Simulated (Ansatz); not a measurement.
Core-electron binding energies in HfB₂

Cell: an entry of the Crystallography Open Database (COD) whose atoms were relaxed with PBE, the cell held, repeated to a supercell; a hole's nearest image is 6.3 Å away.

```cif
data_HfB2
_symmetry_space_group_name_H-M 'P6/mmm'
_symmetry_Int_Tables_number 191
_cell_length_a 3.1400
_cell_length_b 3.1400
_cell_length_c 3.4800
_cell_angle_alpha 90.000
_cell_angle_beta 90.000
_cell_angle_gamma 120.000
loop_
_atom_site_label
_atom_site_type_symbol
_atom_site_symmetry_multiplicity
_atom_site_Wyckoff_symbol
_atom_site_fract_x
_atom_site_fract_y
_atom_site_fract_z
Hf1 Hf 1 a 0.0000 0.0000 0.0000
B13 B 2 d 0.3333 0.6667 0.5000
```

One atom of each set is listed; the run and its k-mesh use a cell of 36 atoms with edges of 9.42, 6.28, 6.96 Å.

Computed with Ansatz: DFT, PBE, plane waves and PAW, scalar-relativistic, 420 eV cutoff, Γ-centred 3×5×4 k-points, Fermi–Dirac smearing 0.05 eV.

Each value is a total-energy difference between the cell with one core hole and the ground state (ΔSCF), counted from the Fermi energy. The valence electrons get no spin in the cell with the hole, so they can't polarise against the unpaired core electron; that puts absolute values high, by some tenths of an eV and in some cases by about 1 eV.

Question: Give the Hf 4f, B 1s lines of each distinct site.

Answer: 

| line | atom | first shell | E_B (eV) | j = l + ½ / j = l − ½ (eV) |
| --- | --- | --- | --- | --- |
| Hf 4f | 1 | 12 B at 2.51 Å | 15.6 | 14.9 / 16.6 |
| B 1s | 13 | 3 B at 1.81 Å; also 6 Hf at 2.51 Å | 188.0 | – |

For p, d and f shells E_B is the weighted mean of the two lines, whose splitting comes from the free atom's Dirac orbitals.

Absolute PBE values can be off by an eV or more, and the 3d and 4f lines of heavy atoms by several eV. Multiplets, satellites and widths aren't calculated.
